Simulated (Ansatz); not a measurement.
VIr₃ (Cu3Au type, Pm-3m) at seven volumes, plane-wave PAW r²SCAN (Ansatz code), scaled uniformly. One row is withheld.

```csv
V (Å³/atom),P (GPa)
12.577,41.06
12.992,24.95
13.406,11.40
13.821,0.01
14.236,?
14.650,-17.56
15.065,-24.26
```

Q: Fit the shown pressures and predict the withheld one.

A: P = (3/2)B₀(x^(7/2) − x^(5/2))[1 + (3/4)(B′ − 4)(x − 1)] with x = (V₀/V)^(2/3). Least squares on the six rows gives V₀ = 13.822 Å³/atom, B₀ = 347 GPa, B′ = 4.81. At V = 14.236, x = 0.9805 and P = -9.54 GPa. The run itself gave -9.55 GPa.

The workflow started from an entry of the Crystallography Open Database (COD). Whether it is the stable phase at ambient conditions was not checked. Symmetry was held in the r²SCAN relaxation; whether a distortion lowers the energy is not shown. The workflow began spin-polarised and lost its moments. Scalar-relativistic: spin–orbit coupling is off unless named, which matters more the heavier the elements.

Potentials: the later of the program's two PAW sets.
